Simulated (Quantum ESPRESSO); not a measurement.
pw.x input (Quantum ESPRESSO 7.5; PBEsol, PseudoDojo standard norm-conserving files, scalar-relativistic):

```
&CONTROL
  calculation = 'scf'
  pseudo_dir = './pseudo'
  outdir = './out'
  tprnfor = .true.
  tstress = .true.
/
&SYSTEM
  ibrav = 0
  nat = 10
  ntyp = 4
  ecutwfc = 88.0
  ecutrho = 352.0
  occupations = 'smearing'
  smearing = 'fd'
  degauss = 0.002
  nbnd = 48
/
&ELECTRONS
  conv_thr = 1e-09
/
ATOMIC_SPECIES
F 18.9984 F.upf
Na 22.9898 Na.upf
Rb 85.4678 Rb.upf
Y 88.9058 Y.upf
CELL_PARAMETERS angstrom
  0.000000000000   4.513425000000   4.513425000000
  4.513425000000   0.000000000000   4.513425000000
  4.513425000000   4.513425000000   0.000000000000
ATOMIC_POSITIONS crystal
F   0.757500000000   0.242500000000   0.242500000000
F   0.242500000000   0.757500000000   0.757500000000
F   0.242500000000   0.757500000000   0.242500000000
F   0.757500000000   0.242500000000   0.757500000000
F   0.242500000000   0.242500000000   0.757500000000
F   0.757500000000   0.757500000000   0.242500000000
Na   0.500000000000   0.500000000000   0.500000000000
Rb   0.750000000000   0.750000000000   0.750000000000
Rb   0.250000000000   0.250000000000   0.250000000000
Y   0.000000000000   0.000000000000   0.000000000000
K_POINTS automatic
6 6 6 0 0 0
```

End of the output:

```
     total energy              =    -577.12172362 Ry
     estimated scf accuracy    <       0.00000065 Ry
     total energy              =    -577.12172373 Ry
     estimated scf accuracy    <       0.00000001 Ry
     total energy              =    -577.12172373 Ry
     estimated scf accuracy    <          9.1E-09 Ry
[...]
     the Fermi energy is     4.8328 ev
!    total energy              =    -577.12172373 Ry
     estimated scf accuracy    <          1.1E-10 Ry
     smearing contrib. (-TS)   =       0.00000000 Ry
     internal energy E=F+TS    =    -577.12172373 Ry
     The total energy is F=E-TS. E is the sum of the following terms:
     one-electron contribution =    -279.12329478 Ry
     hartree contribution      =     176.83737243 Ry
     xc contribution           =    -122.75460364 Ry
     ewald contribution        =    -352.08119775 Ry
     convergence has been achieved in  10 iterations
     Forces acting on atoms (cartesian axes, Ry/au):
     atom    1 type  1   force =    -0.01298848    0.00000000    0.00000000
     atom    2 type  1   force =     0.01298848    0.00000000    0.00000000
     atom    3 type  1   force =     0.00000000   -0.01298848    0.00000000
     atom    4 type  1   force =     0.00000000    0.01298848    0.00000000
     atom    5 type  1   force =     0.00000000    0.00000000   -0.01298848
     atom    6 type  1   force =     0.00000000    0.00000000    0.01298848
     atom    7 type  2   force =     0.00000000    0.00000000   -0.00000000
     atom    8 type  3   force =    -0.00000000   -0.00000000    0.00000000
     atom    9 type  3   force =    -0.00000000    0.00000000    0.00000000
     atom   10 type  4   force =     0.00000000    0.00000000   -0.00000000
     Total force =     0.031815     Total SCF correction =     0.000016
     Computing stress (Cartesian axis) and pressure
          total   stress  (Ry/bohr**3)                   (kbar)     P=      -28.53
  -0.00019396  -0.00000000  -0.00000000          -28.53       -0.00       -0.00
  -0.00000000  -0.00019396  -0.00000000           -0.00      -28.53       -0.00
   0.00000000  -0.00000000  -0.00019396            0.00       -0.00      -28.53
```
In a gapped system the printed Fermi energy is only some level inside the gap.

Geometry of the Materials Project entry, not relaxed at this level.
